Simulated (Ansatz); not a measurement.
PbSe (CsCl type, Pm-3m) under volume change, plane-wave PAW HSE06 (Ansatz code), scaled uniformly.

| V (Å³/atom) | E − E(relaxed) (meV/atom) | P (GPa) |
|---|---|---|
| 24.103 | 40.5 | 5.70 |
| 24.898 | 17.6 | 3.47 |
| 25.692 | 4.5 | 1.82 |
| 26.487 | 0.0 | -0.01 |
| 27.282 | 4.0 | -1.58 |
| 28.076 | 15.2 | -2.91 |
| 28.871 | 32.5 | -4.04 |

**Question.** What does a third-order Birch–Murnaghan fit give for V₀, B₀ and B′?

**Answer.** V₀ = 26.48 Å³/atom, B₀ = 53.3 GPa, B′ = 2.7.

A made-up cell: these elements were put on the sites of a structure type; the Crystallography Open Database copy checked does not list it. It is not the phase usual at ambient conditions (space group No. 225). Symmetry was held in the HSE06 relaxation; whether a distortion lowers the energy is not shown. The hybrid run found no gap, on a coarse k-mesh. Scalar-relativistic: spin–orbit coupling is off unless named, which matters more the heavier the elements.

Potentials: the later of the program's two PAW sets.
